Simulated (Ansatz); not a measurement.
Mg$_{2}$Si:
```
CELL_PARAMETERS angstrom
      0.00000     3.18243     3.18243
      3.18243     0.00000     3.18243
      3.18243     3.18243     0.00000
ATOMIC_POSITIONS crystal
  Si 0.00000 0.00000 0.00000
  Mg 0.25000 0.25000 0.25000
  Mg 0.75000 0.75000 0.75000
```

Relaxed with PBE. Special points in fractions of this cell's reciprocal vectors: Γ (0.000, 0.000, 0.000); X (0.500, 0.000, 0.500); U (0.625, 0.250, 0.625); K (0.375, 0.375, 0.750); L (0.500, 0.500, 0.500); W (0.500, 0.250, 0.750).

Question: List the band energies nearest the valence-band maximum at these points for plane-wave PAW PBE (Ansatz code).

Answer: In eV from the valence-band maximum; about four levels below and three above (degenerate sets whole), none deeper than 8.9 eV; points with the same levels are listed once.

```json
[
 {"k": "Γ", "below": "0.00 0.00 0.00", "above": "1.84 2.57 2.57 2.57"},
 {"k": "X", "below": "-7.11 -4.41 -1.93 -1.93", "above": "0.22 0.41 7.89 7.89"},
 {"k": "U", "below": "-7.13 -3.99 -3.41 -1.61", "above": "0.70 2.97 5.83"},
 {"k": "L", "below": "-7.66 -4.73 -0.70 -0.70", "above": "1.24 2.56 2.56"},
 {"k": "W", "below": "-7.06 -3.58 -3.58 -2.63", "above": "2.67 3.55 3.55"}
]
```

Space group Fm-3m (fluorite or antifluorite type). The cell was relaxed with PBE under the symmetry of its start.

Potentials: the later of the program's two PAW sets.
